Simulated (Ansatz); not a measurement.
Q: Name crystals whose computed values (PBE (plane waves, PAW; program Ansatz)) fall in these windows: electron conductivity mass (mₑ) 0.44 to 0.64; ε∞ 1.6 to 2.3.

A: 

```tsv
crystal	electron conductivity mass (mₑ)	ε∞
KF, rock salt	0.55	1.96
KMgF3, cubic perovskite	0.52	2.07
NaF, rock salt	0.56	1.86
```
Others may fit too.

All cells were relaxed under the symmetry of their starts (and spin orders); stability against distortions was not tested throughout.

Potentials: the later of the program's two PAW sets.
